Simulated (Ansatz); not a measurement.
KI (rock salt)

```yaml
crystal:
  lattice:
    - [0.00000, 7.18126, 7.18126]
    - [3.59063, 0.00000, 3.59063]
    - [3.59063, 3.59063, 0.00000]
  atoms:
    - { symbol: I, position: [0.00000, 0.00000, 0.00000] }
    - { symbol: I, position: [0.50000, 0.00000, 0.00000] }
    - { symbol: K, position: [0.25000, 0.50000, 0.50000] }
    - { symbol: K, position: [0.75000, 0.50000, 0.50000] }
```

The atoms are displaced by Q × the pattern below (from a DFPT mode at L = (0.5, 0.0, 0.0), largest move 1; Q in Å), at fixed cell. (q is in reciprocal vectors of the primitive cell; the cell shown is doubled to hold the pattern.)

| atom | x | y | z |
|---|---|---|---|
| K3 | -0.577 | 0.577 | 0.577 |
| K4 | 0.577 | -0.577 | -0.577 |

Atoms not listed stay in place.

Level of theory: PBE (plane waves to 420 eV, PAW, scalar-relativistic; Ansatz, a first-principles code). k mesh 4×8×8 (Γ-centred), Fermi-Dirac smearing 0.05 eV. Energies are smeared free energies. KI was relaxed with its symmetry unable to fall. Spin-orbit coupling is left out, though I is heavy. The relaxed volume of KI is well above the measured one; the method has no dispersion term. The zero of ΔE is the undisplaced structure.

```json
[
 {"Q (Å)": "-0.100", "ΔE (meV/cell)": "20.8"},
 {"Q (Å)": "-0.067", "ΔE (meV/cell)": "9.3"},
 {"Q (Å)": "-0.033", "ΔE (meV/cell)": "2.3"},
 {"Q (Å)": "0.000", "ΔE (meV/cell)": "0.0"},
 {"Q (Å)": "0.033", "ΔE (meV/cell)": "2.3"},
 {"Q (Å)": "0.067", "ΔE (meV/cell)": "9.3"},
 {"Q (Å)": "0.100", "ΔE (meV/cell)": "20.8"}
]
```

Question: Which DFPT wavenumber at L = (0.5, 0.0, 0.0) belongs to this mode?
A) 120 cm⁻¹
B) 80 cm⁻¹
C) 46 cm⁻¹

Answer: A, 120 cm⁻¹. The curvature of the scan gives 120 cm⁻¹

(For displaced atoms, the force is minus the slope of the energy, and its curvature is a force constant, which sets phonon frequencies.)
